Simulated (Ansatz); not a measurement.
P (diamond, space group No. 227) at seven volumes, the program Ansatz at the PBEsol level (PAW), scaled uniformly. One row is withheld.

| V (Å³/atom) | P (GPa) |
|---|---|
| 17.725 | 5.47 |
| 18.309 | 3.28 |
| 18.893 | ? |
| 19.478 | 0.00 |
| 20.062 | -1.42 |
| 20.646 | -2.52 |
| 21.231 | -3.51 |

Fit the shown pressures and predict the withheld one.

Third-order Birch–Murnaghan: P = (3/2)B₀(x^(7/2) − x^(5/2))[1 + (3/4)(B′ − 4)(x − 1)] with x = (V₀/V)^(2/3). Least squares on the six rows gives V₀ = 19.456 Å³/atom, B₀ = 48.16 GPa, B′ = 4.16. At V = 18.893, x = 1.0198 and P = 1.50 GPa. The run itself gave 1.52 GPa.

Space group Fd-3m (diamond). The start of the workflow was typed in or built on a structure type; neither database checked (COD, Materials Project) lists it. It is not the phase usual at ambient conditions (space group No. 64). The PBEsol relaxation kept the symmetry of its start. At this level the phase is mechanically unstable.

Potentials: the earlier of the program's two PAW sets. The files were generated under PBE; for other functionals the program regenerates the frozen cores, and for LDA and PBEsol the local potential too.
